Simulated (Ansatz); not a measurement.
NaLaZnS₃O₁₂: Na-23 NMR of the central transition

Cell: a computed structure from the Materials Project (it need not be an observed phase).

Space group R3c:H (No. 161); a = 9.1224, c = 24.2811 Å, γ = 120.00°.

| site | Wyckoff | site symmetry | x | y | z |
| --- | --- | --- | --- | --- | --- |
| Na | 6a | 3. | 0.0000 | 0.0000 | 0.4896 |
| La | 6a | 3. | 0.0000 | 0.0000 | 0.6478 |
| Zn | 6a | 3. | 0.0000 | 0.0000 | 0.3466 |
| S | 18b | 1 | 0.9751 | 0.3543 | 0.5850 |
| O13 | 18b | 1 | 0.2190 | 0.0314 | 0.3011 |
| O19 | 18b | 1 | 0.7892 | 0.9978 | 0.7011 |
| O25 | 18b | 1 | 0.0318 | 0.8427 | 0.4133 |
| O31 | 18b | 1 | 0.9973 | 0.2029 | 0.5881 |

One atom of each set is listed; the run and its k-mesh use a cell of 36 atoms with edges of 9.66, 9.66, 9.66 Å.

The numbers come from a DFT calculation in Ansatz (PBE, plane waves and PAW, scalar-relativistic, 420 eV cutoff, Γ-centred 3×3×3 k-points, Fermi–Dirac smearing 0.02 eV).

Na-23 has I = 3/2 and Q = 104.0 mb (Pyykkö 2018); at 23.5 T its Larmor frequency is ν₀ = 264.8 MHz. Only the quadrupole interaction is simulated: positions count from each site's isotropic chemical shift, and J coupling is left out, as are shift anisotropy and dipolar coupling, which fast spinning averages.

Simulated pattern of one Na site (fast magic-angle spinning, Gaussian broadening 0.01 kHz):

| offset (kHz) | height |
| --- | --- |
| -0.4477 | 0 |
| -0.4372 | 0 |
| -0.4267 | 3 |
| -0.4162 | 4 |
| -0.4056 | 4 |
| -0.3951 | 4 |
| -0.3846 | 5 |
| -0.3741 | 5 |
| -0.3636 | 5 |
| -0.3531 | 5 |
| -0.3425 | 5 |
| -0.3320 | 5 |
| -0.3215 | 5 |
| -0.3110 | 5 |
| -0.3005 | 6 |
| -0.2900 | 6 |
| -0.2795 | 9 |
| -0.2689 | 67 |
| -0.2584 | 69 |
| -0.2479 | 48 |
| -0.2374 | 40 |
| -0.2269 | 36 |
| -0.2164 | 35 |
| -0.2058 | 32 |
| -0.1953 | 32 |
| -0.1848 | 32 |
| -0.1743 | 31 |
| -0.1638 | 31 |
| -0.1533 | 32 |
| -0.1427 | 33 |
| -0.1322 | 34 |
| -0.1217 | 36 |
| -0.1112 | 39 |
| -0.1007 | 43 |
| -0.0902 | 49 |
| -0.0796 | 61 |
| -0.0691 | 100 |
| -0.0586 | 66 |
| -0.0481 | 2 |
| -0.0376 | 0 |

(1) Which |C_Q| and η does the pattern imply?

## Answers

(1) The pattern spans 0.368 kHz before broadening and its centre of gravity is at -0.172 kHz, which fixes P_Q; the places of the horns and steps fix η. That gives P_Q = 1.35 MHz, |C_Q| = 1.35 MHz and η = 0.00. The sign of C_Q can't be read from the pattern.

An axis of threefold or higher order runs through Na, so V_zz lies along it and η is zero.

The largest force is 0.4 eV/Å, so the atoms aren't at the calculated equilibrium and relaxing them would move these values.
